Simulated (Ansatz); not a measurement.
ReC:
```
ReC
1.0
    0.00000     2.15551     2.15551
    2.15551     0.00000     2.15551
    2.15551     2.15551     0.00000
Re C
1 1
Direct
  0.00000   0.00000   0.00000
  0.50000   0.50000   0.50000
```

Relaxed with PBEsol. Special points in fractions of this cell's reciprocal vectors: Γ (0.000, 0.000, 0.000); X (0.500, 0.000, 0.500); U (0.625, 0.250, 0.625); K (0.375, 0.375, 0.750); L (0.500, 0.500, 0.500); W (0.500, 0.250, 0.750).

Q: List the band energies nearest the Fermi level at these points for DFT-PBEsol in the program Ansatz with PAW potentials.

A: In eV from the Fermi level; about four levels below and three above (degenerate sets whole), none deeper than 8.9 eV; … stands for higher levels left out; points with the same levels are listed once.

```csv
k,below,above
Γ,-3.56 -3.56 -3.56 -1.92 -1.92,…
X,-6.03 -2.71 -2.71 -0.20,1.21 1.21 …
U,-7.52 -6.43 -5.41 -2.21,0.43 1.70 4.08
L,-7.20 -7.20,0.06 0.06 1.57
W,-6.61 -6.61 -0.06 -0.06,1.21 2.64 …
```

Space group Fm-3m (rock salt). The start of the workflow was typed in or built on a structure type; neither database checked (COD, Materials Project) lists it. Whether it is the stable phase at ambient conditions was not checked. The PBEsol relaxation kept the symmetry of its start. At this level the phase is mechanically unstable. No spin polarisation was allowed. Its formation energy is positive at this level, so the cell may be metastable or incomplete. Scalar-relativistic: spin–orbit coupling is off unless named, which matters more the heavier the elements.

Potentials: the earlier of the program's two PAW sets. The files were generated under PBE; for other functionals the program regenerates the frozen cores, and for LDA and PBEsol the local potential too.
